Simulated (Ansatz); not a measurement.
TaSi2:
```
TaSi2
1.0
    4.76286     0.00000     0.00000
   -2.38143     4.12475     0.00000
    0.00000     0.00000     6.55410
Ta Si
3 6
Cartesian
 -1.19071   2.06238   2.18470
  2.38143   0.00000   0.00000
  1.19071   2.06238   4.36940
  2.38143   2.81230   0.00000
 -1.24481   3.46853   4.36940
  1.13662   0.65623   2.18470
  0.00000   1.31246   0.00000
  3.62624   0.65623   4.36940
  1.24481   3.46853   2.18470
```

Relaxed with PBEsol. Special points in fractions of this cell's reciprocal vectors: Γ (0.000, 0.000, 0.000); M (0.500, 0.000, 0.000); K (0.333, 0.333, 0.000); A (0.000, 0.000, 0.500); L (0.500, 0.000, 0.500); H (0.333, 0.333, 0.500).

List the band energies nearest the Fermi level at these points for plane-wave PAW PBEsol with spin–orbit coupling (Ansatz code).

In eV from the Fermi level; about four levels below and three above (degenerate sets whole), none deeper than 8.9 eV; points with the same levels are listed once.

```json
[
 {"k": "Γ", "below": "-2.18 -2.18 -1.47 -1.47", "above": "0.68 0.68 2.95 2.95"},
 {"k": "M", "below": "-0.14 -0.14 -0.04 -0.04", "above": "0.84 0.84 1.17 1.17"},
 {"k": "K", "below": "-1.76 -1.76 -1.76 -1.72", "above": "0.20 0.29 0.29"},
 {"k": "A", "below": "-1.97 -1.97 -1.67 -1.67", "above": "1.07 1.07 1.12 1.12"},
 {"k": "L", "below": "-0.74 -0.74 -0.27 -0.27", "above": "1.54 1.54 1.95 1.95"},
 {"k": "H", "below": "-0.30 -0.29 -0.03 -0.03", "above": "0.94 0.94 1.52 1.52"}
]
```

Space group P6_422. The workflow started from a Materials Project entry (that database holds measured and hypothetical structures alike); the Crystallography Open Database files this formula in space group No. 181, but the cells were not matched. Its standing as an ambient phase is unchecked. The PBEsol relaxation kept the symmetry of its start; of distortions, only those at the zone centre were tested. No spin polarisation was allowed.

Potentials: the earlier of the program's two PAW sets.
